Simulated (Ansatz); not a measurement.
RuW (rock salt, Fm-3m), DFT-r²SCAN in the program Ansatz with PAW potentials, all energies at zero smearing, with the estimated change up to a 700 eV cutoff added, with one set of potentials and settings (totals compare only within such a set). Cell of 2 atoms (1 Ru, 1 W): -16286.986 eV.

```tsv
element	reference phase	E (eV/atom)
Ru	P6_3/mmc, 2 atoms in the cell	-5890.7404
W	Im-3m, 1 atoms in the cell	-10398.2538
```

Formation energy per atom, worked out: (-16286.986 − 1×(-5890.7404) − 1×(-10398.2538))/2 = 1.004 eV/atom (97 kJ per mol of atoms), at 0 K, without zero-point energy or fitted corrections.

The start of the workflow was typed in or built on a structure type; neither database checked (COD, Materials Project) lists it. Its standing as an ambient phase is unchecked. The r²SCAN relaxation kept the symmetry of its start. At this level the phase is mechanically unstable. No spin polarisation was allowed. Its formation energy is positive at this level, so the cell may be metastable or incomplete. The references are the lowest solids computed at this level, not always the standard phases. Scalar-relativistic: spin–orbit coupling is off unless named, which matters more the heavier the elements.

Potentials: the earlier of the program's two PAW sets.
